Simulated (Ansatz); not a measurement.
Values for one crystal, relaxed and computed with r²SCAN in the plane-wave PAW code Ansatz; other levels are named.

| Property | Result |
|---|---|
| Volume per atom | 15.04 Å³ |
| Electronic character | metallic (no gap) |
| Density of states at the Fermi level | 1.1 states/eV per atom (mean over ±0.08 eV) |
| Formation energy from the elements (no fitted shifts) | -0.67 eV/atom |

Which of these materials gives this?
A) CaPt2, cubic Laves (MgCu2 type)
B) YPb2, Cmcm (Y on 4c, Pb on 4c, Pb on 4c)
C) ScIr3, Cu3Au type
D) EuIr2, cubic Laves (MgCu2 type)

C, ScIr3, Cu3Au type

Space group Pm-3m (Cu3Au type). The first step of the workflow began from a Materials Project structure, measured or hypothetical; the Crystallography Open Database copy checked does not list it. With Sc and Ir taken as one species the cell has the higher symmetry Fm-3m, so it may be an ordered model of a mixed-site phase. Whether it is the stable phase at ambient conditions was not checked. Symmetry was held in the r²SCAN relaxation; whether a distortion lowers the energy is not shown. The run is not spin-polarised. The references are the lowest solids computed at this level, not always the standard phases. Scalar-relativistic: spin–orbit coupling is off unless named, which matters more the heavier the elements.

Potentials: the later of the program's two PAW sets.
